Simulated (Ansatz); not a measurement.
Y (hcp (Mg type), P6_3/mmc) is relaxed with r²SCAN (plane waves, PAW; program Ansatz). What lattice parameters of the conventional cell result?

a = 3.686 Å, c = 5.693 Å.

The cell was relaxed with r²SCAN under the symmetry of its start. The run is not spin-polarised. Axis ratios of metals converge slowly with the k-mesh, so a and c are less sure than the volume.

Potentials: the later of the program's two PAW sets.
